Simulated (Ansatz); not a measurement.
ZrGeSb in space group P4/nmm (No. 129; Zr on 2c, Ge on 2a, Sb on 2c), PBE (plane waves, PAW; program Ansatz), all energies at zero smearing, with the estimated change up to a 700 eV cutoff added, with one set of potentials and settings (totals compare only within such a set). Cell of 6 atoms (2 Zr, 2 Ge, 2 Sb): -29930.226 eV.

```csv
element,reference phase,E (eV/atom)
Zr,"P6_3/mmc, 2 atoms in the cell",-4183.8362
Ge,"Fd-3m, 2 atoms in the cell",-4294.9847
Sb,"R-3m, 2 atoms in the cell",-6484.4916
```

Formation energy per atom, worked out: (-29930.226 − 2×(-4183.8362) − 2×(-4294.9847) − 2×(-6484.4916))/6 = -0.600 eV/atom (-58 kJ per mol of atoms), at 0 K, without zero-point energy or fitted corrections.

The first step of the workflow began from a Materials Project structure, measured or hypothetical; the Crystallography Open Database copy checked does not list it. Its standing as an ambient phase is unchecked. The PBE relaxation kept the symmetry of its start; its stability against distortions is not shown here. No spin polarisation was allowed. The references are the lowest solids computed at this level, not always the standard phases. Spin–orbit coupling is left out wherever it is not named.

Potentials: the later of the program's two PAW sets.
